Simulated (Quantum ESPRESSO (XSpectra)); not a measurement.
Quantum ESPRESSO (XSpectra) run for X-ray absorption at the Be K edge of BeSe (F-43m). Geometry: Materials Project entry mp-1541 (a computed structure). The cell is the entry's, not relaxed again. The ground-state test found a gap, so occupations are fixed and the excited electron is left out (charged cell on a uniform background); energies count from the highest occupied level. pw.x input:

```
&CONTROL
  calculation = 'scf'
  prefix = 'x'
  pseudo_dir = './pseudo'
  outdir = './out'
/
&SYSTEM
  ibrav = 0
  nat = 16
  ntyp = 3
  ecutwfc = 45
  tot_charge = 1
  occupations = 'fixed'
/
&ELECTRONS
  conv_thr = 1.6e-07
  mixing_beta = 0.4
/
ATOMIC_SPECIES
Beh 9.012 Be.lda-tm-gipaw-star1s.UPF
Be 9.012 Be.lda-tm-gipaw.UPF
Se 78.971 Se.lda-tm-gipaw.UPF
CELL_PARAMETERS angstrom
   0.000000000   -5.167940000   -5.167940000
   5.167940000    0.000000000   -5.167940000
   5.167940000   -5.167940000    0.000000000
ATOMIC_POSITIONS crystal
Beh    0.500000000    0.500000000    0.500000000
Be     0.500000000    0.500000000    0.000000000
Be     0.500000000    1.000000000    0.500000000
Be     1.000000000    0.500000000    0.500000000
Be     0.500000000    0.000000000    0.000000000
Be     0.000000000    0.500000000    0.000000000
Be     0.000000000    0.000000000    0.500000000
Be     0.000000000    0.000000000    0.000000000
Se     0.375000000    0.875000000    0.875000000
Se     0.375000000    0.875000000    0.375000000
Se     0.375000000    0.375000000    0.875000000
Se     0.875000000    0.875000000    0.875000000
Se     0.375000000    0.375000000    0.375000000
Se     0.875000000    0.875000000    0.375000000
Se     0.875000000    0.375000000    0.875000000
Se     0.875000000    0.375000000    0.375000000
K_POINTS automatic
2 2 2 0 0 0
```

xspectra.x input:

```
&input_xspectra
  calculation = 'xanes_dipole'
  edge = 'K'
  prefix = 'x'
  outdir = './out'
  xonly_plot = .false.
  xiabs = 1
  xcoordcrys = .false.
  xepsilon(1) = 1.0
  xepsilon(2) = 0.0
  xepsilon(3) = 0.0
  xniter = 1500
  xcheck_conv = 50
  xerror = 0.002
  x_save_file = 'x0.sav'
/
&plot
  xnepoint = 451
  xemin = -5.0
  xemax = 40.0
  xgamma = 0.5
  terminator = .true.
  cut_occ_states = .true.
/
&pseudos
  filecore = 'core.wfc'
/
&cut_occ
  cut_desmooth = 0.1
  cut_stepl = 0.01
  cut_ierror = 1e-6
/
4 4 4 1 1 1
```

End of the pw.x output:

```
     1.8604   1.8604   2.3419   2.3419   2.3419   3.6087   3.6087   3.6087
     3.9392   3.9392   3.9807   3.9807   3.9807   5.0398   5.0398   5.0398

          k =-0.3536 0.3536-0.3536 (  9558 PWs)   bands (ev):

    -8.6632  -8.2795  -7.7685  -7.7685  -7.3857  -7.0504  -6.9203  -6.9203
    -1.2165  -0.0687  -0.0687   0.2088   0.2088   0.4059   0.7496   1.3702
     1.6383   1.6383   2.0270   2.3338   2.3338   2.3439   2.4047   2.4047
     2.7730   3.1280   3.1280   3.3041   4.1346   4.1346   4.5679   4.5679

          k =-0.7071 0.0000 0.0000 (  9528 PWs)   bands (ev):

    -8.4635  -8.3233  -7.8346  -7.8346  -7.3737  -7.3626  -6.8347  -6.8347
    -0.8319  -0.0522   0.5561   0.5561   0.6595   0.9628   1.0592   1.0592
     1.2174   1.2826   1.4430   1.6315   2.1183   2.1183   2.2943   2.3008
     2.8098   2.8098   3.3785   3.3785   3.8734   3.8791   3.9998   3.9998

     highest occupied level (ev):     5.0398

!    total energy              =    -338.74646204 Ry
     estimated scf accuracy    <          9.4E-09 Ry

     The total energy is the sum of the following terms:
     one-electron contribution =      26.72331441 Ry
     hartree contribution      =      16.82179330 Ry
     xc contribution           =    -213.19632459 Ry
     ewald contribution        =    -169.09524516 Ry

     convergence has been achieved in  13 iterations

     XML data file, charge density, pseudopotentials, collected wavefunctions
```

xspectra.x output, shortened:

```
... Begin STEP 1 ...

        Radial transition matrix element(s) used in the calculation of the
        initial vector of the Lanczos basis (|tilde{phi}_abs> normalized)
        | For PAW proj. (l=1) #1: radial matrix element =   0.344335776
        | For PAW proj. (l=1) #2: radial matrix element =   0.421285672

NB: the    16 k-point are not all listed below because npool=  4
        |-------------------------------------------------------------
        ! k-point #     1:  ( 0.0884, -0.0884, -0.0884),  0.0312,   1
        |-------------------------------------------------------------
 okvan= F
        |   Norm of the initial Lanczos vector: 0.24250883E+00
        !   => CONVERGED at iter    450 with error=  0.00176909
        |-------------------------------------------------------------
        ! k-point #     2:  ( 0.2652, -0.2652,  0.0884),  0.0312,   1
        |-------------------------------------------------------------
 okvan= F
        |   Norm of the initial Lanczos vector: 0.24250878E+00
        !   => CONVERGED at iter    500 with error=  0.00199641
        |-------------------------------------------------------------
        ! k-point #     3:  ( 0.4419, -0.4419,  0.2652),  0.0312,   1
        |-------------------------------------------------------------
 okvan= F
        |   Norm of the initial Lanczos vector: 0.24250877E+00
        !   => CONVERGED at iter    550 with error=  0.00117867
        |-------------------------------------------------------------

        ...
... Begin STEP 2 ...

     The spectrum is calculated using the following parameters:
        energy-zero of the spectrum [eV]:    5.0398
        the occupied states are elimintate from the spectrum
        xemin [eV]:  -5.00
        xemax [eV]:  40.00
        xnepoint:  451
        constant broadening parameter [eV]:    0.500
        Core level energy [eV]:  -111.5
         (from electron binding energy of neutral atoms in X-ray data booklet)

     Cross-section successfully written in xanes.dat

     ... End STEP 2 ...

     xanes        :     28.93s CPU     29.18s WALL (       1 calls)

     -------------------------------------------------------------------------
                                END JOB XSpectra
     -------------------------------------------------------------------------
```

xanes.dat for the field along x, every fifth line (energy in eV, cross section):

```
   -5.000   3.0950e-03
   -4.500   3.4620e-03
   -4.000   3.9030e-03
   -3.500   4.4390e-03
   -3.000   5.1020e-03
   -2.500   5.9360e-03
   -2.000   7.0120e-03
   -1.500   8.4380e-03
   -1.000   1.0400e-02
   -0.500   1.3220e-02
    0.000   1.7510e-02
    0.500   2.4780e-02
    1.000   3.8650e-02
    1.500   7.1080e-02
    2.000   1.5570e-01
    2.500   2.4080e-01
    3.000   2.2080e-01
    3.500   2.6190e-01
    4.000   3.1450e-01
    4.500   3.0620e-01
    5.000   2.3630e-01
    5.500   1.6140e-01
    6.000   1.2700e-01
    6.500   1.1280e-01
    7.000   1.0490e-01
    7.500   1.0680e-01
    8.000   1.0380e-01
    8.500   1.0600e-01
    9.000   1.0470e-01
    9.500   8.3500e-02
   10.000   7.8790e-02
   10.500   9.3510e-02
   11.000   1.1400e-01
   11.500   1.2910e-01
   12.000   1.2040e-01
   12.500   1.0950e-01
   13.000   1.0830e-01
   13.500   1.0960e-01
   14.000   9.2880e-02
   14.500   7.8900e-02
   15.000   6.7730e-02
   15.500   5.1820e-02
   16.000   4.0890e-02
   16.500   4.1810e-02
   17.000   4.5210e-02
   17.500   4.5080e-02
   18.000   4.8740e-02
   18.500   4.6060e-02
   19.000   4.7400e-02
   19.500   5.3790e-02
   20.000   6.1760e-02
   20.500   6.3400e-02
   21.000   6.5600e-02
   21.500   6.3430e-02
   22.000   6.0410e-02
   22.500   5.3100e-02
   23.000   5.2500e-02
   23.500   6.1900e-02
   24.000   6.0860e-02
   24.500   5.4250e-02
   25.000   6.0620e-02
   25.500   6.5690e-02
   26.000   6.1010e-02
   26.500   5.5530e-02
   27.000   5.3070e-02
   27.500   4.9170e-02
   28.000   5.0900e-02
   28.500   5.5900e-02
   29.000   5.5300e-02
   29.500   4.7380e-02
   30.000   4.3110e-02
   30.500   4.1580e-02
   31.000   4.4960e-02
   31.500   4.8590e-02
   32.000   4.4520e-02
   32.500   4.1710e-02
   33.000   3.9760e-02
   33.500   4.0130e-02
   34.000   4.0720e-02
   34.500   3.7600e-02
   35.000   3.3880e-02
   35.500   3.0260e-02
   36.000   2.7340e-02
   36.500   2.7370e-02
   37.000   2.9910e-02
   37.500   3.1790e-02
   38.000   3.1360e-02
   38.500   3.0870e-02
   39.000   3.3730e-02
   39.500   3.2290e-02
   40.000   3.0530e-02
```
